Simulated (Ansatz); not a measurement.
BaZrO₃:
```xyz
5
Lattice="4.2050 0.0000 0.0000 0.0000 4.2050 0.0000 0.0000 0.0000 4.2050" Properties=species:S:1:pos:R:3 pbc="T T T"
O      0.0000     2.1025     2.1025
O      2.1025     0.0000     2.1025
O      2.1025     2.1025     0.0000
Ba     0.0000     0.0000     0.0000
Zr     2.1025     2.1025     2.1025
```

x, y and z are the axes in which the lattice vectors are written.

Problem. Give the high-frequency dielectric tensor and the Born effective charge tensors of the independent atoms from DFPT, r²SCAN (plane waves, PAW; program Ansatz).

Solution. 
ε∞:
```
4.48  0.00  0.00
0.00  4.48  0.00
0.00  0.00  4.48
```
Z* of atom 1 (O), rows: field, columns: displacement, in e:
```
-4.73   0.00   0.00
 0.00  -2.00   0.00
 0.00   0.00  -2.00
```
Z* of atom 4 (Ba), rows: field, columns: displacement, in e:
```
2.71  0.00  0.00
0.00  2.71  0.00
0.00  0.00  2.71
```
Z* of atom 5 (Zr), rows: field, columns: displacement, in e:
```
6.01  0.00  0.00
0.00  6.01  0.00
0.00  0.00  6.01
```

Static charges for comparison (Bader): O1 -1.41, Ba4 +1.58, Zr5 +2.64 e. Born charges measure polarisation by displacement and can exceed these by far.

Space group Pm-3m (cubic perovskite). The cell was relaxed with r²SCAN under the symmetry of its start; phonons show weakly imaginary modes. No spin polarisation was allowed. Spin–orbit coupling is left out wherever it is not named.

Potentials: the later of the program's two PAW sets.
